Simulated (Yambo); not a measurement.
Yambo run on Si2N2O (space group Cmc2_1, No. 36). The wavefunctions are norm-conserving PBEsol (Quantum ESPRESSO, 84 Ry, no spin-orbit coupling) ones on a 2×2×2 mesh (24 occupied bands); a = b = 5.228 Å, c = 4.859 Å, α = β = 90.00°, γ = 63.53°.

Yambo input:

```
rim_cut
gw0
dyson
el_el_corr
HF_and_locXC
ppa
em1d
RandQpts= 1000000
RandGvec= 1 Ry
EXXRLvcs= 84 Ry
VXCRLvcs= 336 Ry
Chimod= "HARTREE"
% BndsRnXp
 1 | 114 |
%
NGsBlkXp= 7 Ry
% LongDrXp
 1.0 | 1.0 | 1.0 |
%
PPAPntXp= 27.2114 eV
% GbndRnge
 1 | 114 |
%
GTermKind= "BG"
DysSolver= "n"
ExtendOut
% QPkrange
 1 | 1 | 24 | 25 |
%
```

k points by index: 1 = Γ.

Resulting energies as the program prints them:

```
#    K-point    Band    Eo [eV]    E [eV]    E-Eo [eV]    Vxc [eV]    Vnlxc [eV]    Sc|Eo [eV]    Sc|E [eV]    dSc/dw|Eo [eV]    Re(Z)    Im(Z)
#
    1    24    0.000000    -0.901089    -0.901089    -17.10378    -21.46911    3.255914    3.464234    -6.290242    0.812239    -0.001098
    1    25    5.017232    5.921274    0.904042    -11.16646    -6.536671    -3.566782    -3.725748    -4.784376    0.850467    -0.914301E-3
```
(The two width columns are left out.) Convergence of these settings isn't established.

Geometry of the Materials Project entry, not relaxed at this level.
